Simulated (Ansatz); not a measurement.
GaPt:
```cif
data_Ga4Pt4
_chemical_formula_sum 'Ga4 Pt4'
_space_group_name_H-M_alt 'P 1'
_space_group_IT_number 1
_cell_length_a 4.90249
_cell_length_b 4.90249
_cell_length_c 4.90249
_cell_angle_alpha 90.000
_cell_angle_beta 90.000
_cell_angle_gamma 90.000
loop_
_space_group_symop_operation_xyz
  'x, y, z'
loop_
_atom_site_label
_atom_site_type_symbol
_atom_site_fract_x
_atom_site_fract_y
_atom_site_fract_z
_atom_site_occupancy
Ga1 Ga 0.09320 0.09320 0.09320 1
Ga2 Ga 0.40680 0.90680 0.59320 1
Ga3 Ga 0.59320 0.40680 0.90680 1
Ga4 Ga 0.90680 0.59320 0.40680 1
Pt1 Pt 0.39805 0.39805 0.39805 1
Pt2 Pt 0.10195 0.60195 0.89805 1
Pt3 Pt 0.89805 0.10195 0.60195 1
Pt4 Pt 0.60195 0.89805 0.10195 1
```

Relaxed with PBEsol.

Question: Which orbitals make up the states near the Fermi level in plane-wave PAW PBEsol (Ansatz code)?

Answer: Within 0.5 eV of the Fermi level: Pt 5d 47 %, Ga 4p 34 %, Ga 4s 11 %. Projections are on Löwdin-orthogonalised atomic valence shells; empty p or d shells of many metals are not among them.

Question: Tabulate the density of states.

Answer: States/eV per cell of 8 atoms, in 0.25 eV bins, energy from the Fermi level.

```csv
E (eV),total,Pt 5d,Ga 4p,Ga 4s
-7.85,3.59,1.06,0.86,1.32
-7.60,3.27,1.22,0.62,1.21
-7.35,3.05,1.32,0.44,1.10
-7.10,3.51,1.75,0.34,1.19
-6.85,0.36,0.12,0.14,0.05
-6.60,1.73,0.62,0.63,0.20
-6.35,2.50,1.15,0.79,0.24
-6.10,5.13,2.78,1.45,0.35
-5.85,4.90,2.83,1.31,0.27
-5.60,2.68,1.58,0.69,0.12
-5.35,6.45,4.38,1.37,0.17
-5.10,7.09,5.36,1.27,0.14
-4.85,9.78,8.01,1.31,0.17
-4.60,13.20,11.54,1.15,0.16
-4.35,10.95,9.41,1.10,0.18
-4.10,5.83,4.83,0.76,0.07
-3.85,10.94,9.00,1.52,0.15
-3.60,7.88,6.45,1.07,0.15
-3.35,10.00,8.28,1.24,0.16
-3.10,8.58,7.35,0.83,0.18
-2.85,8.66,7.43,0.82,0.19
-2.60,11.32,9.86,0.98,0.22
-2.35,11.08,9.63,0.97,0.21
-2.10,6.58,5.60,0.65,0.12
-1.85,5.05,4.27,0.46,0.13
-1.60,5.67,4.59,0.68,0.16
-1.35,3.52,2.45,0.73,0.18
-1.10,2.80,1.86,0.65,0.09
-0.85,3.99,2.34,1.05,0.26
-0.60,3.39,1.76,1.05,0.30
-0.35,4.00,1.85,1.37,0.42
-0.10,2.24,0.96,0.84,0.23
0.15,0.86,0.43,0.28,0.09
0.40,0.81,0.44,0.20,0.13
0.65,1.13,0.54,0.31,0.21
0.90,1.84,0.76,0.57,0.38
1.15,2.63,0.95,0.93,0.50
1.40,2.93,0.96,1.04,0.50
1.65,1.76,0.56,0.56,0.40
1.90,2.56,0.80,0.66,0.77
2.15,2.15,0.62,0.53,0.69
2.40,3.90,0.91,1.07,1.15
2.65,4.54,0.94,1.33,1.33
2.90,3.34,0.62,1.12,0.91
3.15,2.26,0.39,0.86,0.54
3.40,4.15,0.63,1.64,0.79
3.65,3.78,0.51,1.63,0.64
3.90,3.46,0.41,1.52,0.56
4.15,3.22,0.36,1.47,0.47
4.40,3.02,0.33,1.40,0.45
4.65,2.65,0.27,1.27,0.32
```

Space group P2_13. The first step of the workflow began from a Materials Project structure, measured or hypothetical; the Crystallography Open Database copy checked does not list it. With Ga and Pt taken as one species the cell has the higher symmetry Pa-3, so it may be an ordered model of a mixed-site phase. Its standing as an ambient phase is unchecked. The PBEsol relaxation kept the symmetry of its start; its stability against distortions is not shown here. No spin polarisation was allowed. Spin–orbit coupling is left out wherever it is not named.

Potentials: the earlier of the program's two PAW sets. The files were generated under PBE; for other functionals the program regenerates the frozen cores, and for LDA and PBEsol the local potential too.
